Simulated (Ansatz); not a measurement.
A geometry of S away from equilibrium: step 8 of the relaxation of a relaxed S cell, doubled along one cell vector, shaken by Gaussian noise of σ = 0.08 Å a coordinate. All values below come from r2SCAN (plane waves to 500 eV, PAW, scalar-relativistic; Ansatz, an electronic-structure program). Γ-centred k-mesh 3×5×7 on the run's cell (coarser than for final values), Fermi–Dirac smearing 0.05 eV.

```xyz
8
Lattice="11.7599 0.1259 0.0792 -2.8855 5.0234 -0.0555 0.0242 -0.0252 3.5954" Properties=species:S:1:pos:R:3 pbc="T T T"
S      4.1246     2.1874     0.0706
S      9.8980     3.0135     0.0946
S      1.8306     2.3510    -0.1865
S      7.9508     2.1468    -0.0151
S      2.8829     0.4334    -0.2982
S      9.2587     0.5104    -0.1508
S     -0.1611     2.4422     1.9170
S      5.6947     4.2139     2.0891
```

Task: What forces act on the atoms (eV/Å)?

Result: 
```json
[
 {"atom": "S1", "Fx": "-0.50", "Fy": "-1.18", "Fz": "-0.16"},
 {"atom": "S2", "Fx": "-0.27", "Fy": "0.96", "Fz": "-0.25"},
 {"atom": "S3", "Fx": "-0.01", "Fy": "-0.99", "Fz": "-0.20"},
 {"atom": "S4", "Fx": "1.12", "Fy": "0.17", "Fz": "-0.22"},
 {"atom": "S5", "Fx": "0.08", "Fy": "2.40", "Fz": "0.20"},
 {"atom": "S6", "Fx": "-0.75", "Fy": "-1.55", "Fz": "-0.45"},
 {"atom": "S7", "Fx": "0.25", "Fy": "-0.08", "Fz": "0.63"},
 {"atom": "S8", "Fx": "0.09", "Fy": "0.26", "Fz": "0.46"}
]
```

Task: What is the pressure?

Result: -1.3 GPa, compression positive.

No spin polarisation in the result. No dispersion correction is included, so spacings between layers, chains or molecules are soft and tend to come out too large.

The end of the path is a generated cell of S: the first start was made by a random draw of sites in a space group, and the end was not matched to a known phase here, so it may be hypothetical.
